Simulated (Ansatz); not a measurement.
**SnMo₂C: computed property card**

SnMo$_{2}$C:
```
SnMo2C
1.0
    3.18443     0.00000     0.00000
   -1.59221     2.75780     0.00000
    0.00000     0.00000    13.41010
Sn Mo C
2 4 2
Direct
  0.33333   0.66667   0.75000
  0.66667   0.33333   0.25000
  0.33333   0.66667   0.08084
  0.66667   0.33333   0.58084
  0.66667   0.33333   0.91916
  0.33333   0.66667   0.41916
  0.00000   0.00000   0.00000
  0.00000   0.00000   0.50000
```

Space group P6_3/mmc (No. 194); conventional cell a = 3.184 Å, b = 3.184 Å, c = 13.410 Å, α = 90.00°, β = 90.00°, γ = 120.00°.

Method: plane-wave PAW r²SCAN (Ansatz code). Structure relaxed to zero pressure with the same functional. Other levels are named where they apply.

**Cell and energy**

- Volume per atom = 14.72 Å³
- Density = 9.10 g/cm³
- Formation energy from the elements (no fitted shifts) = 0.031 eV/atom

**Electronic structure**

- Electronic character = metallic (no gap)
- Density of states at the Fermi level = 0.65 states/eV per atom (mean over ±0.08 eV)
- Gap with spin–orbit coupling = none (metallic)

**Mechanics**

* **Bulk modulus (Birch–Murnaghan fit)**: 195 GPa
* **Pressure derivative B′**: 5.0
* **Elastic constants (relaxed ions, GPa)**: C11 = 271, C12 = 156, C13 = 143, C33 = 329, C44 = 48.7
* **Mechanical stability**: stable (all eigenvalues of C positive)
* **Hill bulk and shear moduli**: 194 and 58.3 GPa
* **Young's modulus**: 159 GPa
* **Poisson's ratio**: 0.36
* **Debye temperature from the elastic constants**: 346 K

**Charges**

Bader charges: Sn -0.25, Mo +0.87, C -1.49 e

The start of the workflow was typed in or built on a structure type; neither database checked (COD, Materials Project) lists it. Its standing as an ambient phase is unchecked. The r²SCAN relaxation kept the symmetry of its start; whether a distortion lowers the energy is not shown. No spin polarisation was allowed. As this level gives no gap, shear constants depend on the k-mesh and smearing (Fermi–Dirac, 0.1 eV here). The references are the lowest solids computed at this level, not always the standard phases. Scalar-relativistic: spin–orbit coupling is off unless named, which matters more the heavier the elements.

Potentials: the later of the program's two PAW sets.
